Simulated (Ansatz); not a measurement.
**Question.** Tl (hcp (Mg type), P6_3/mmc) is relaxed with LDA in the plane-wave PAW code Ansatz. What lattice parameters of the conventional cell result?

**Answer.** a = 3.385 Å, c = 5.488 Å.

Its a lies over 2 % below tabulated measurements.

The cell was relaxed with LDA under the symmetry of its start. Axis ratios of metals converge slowly with the k-mesh, so a and c are less sure than the volume. Scalar-relativistic: spin–orbit coupling is off unless named, which matters more the heavier the elements.

Potentials: the later of the program's two PAW sets.
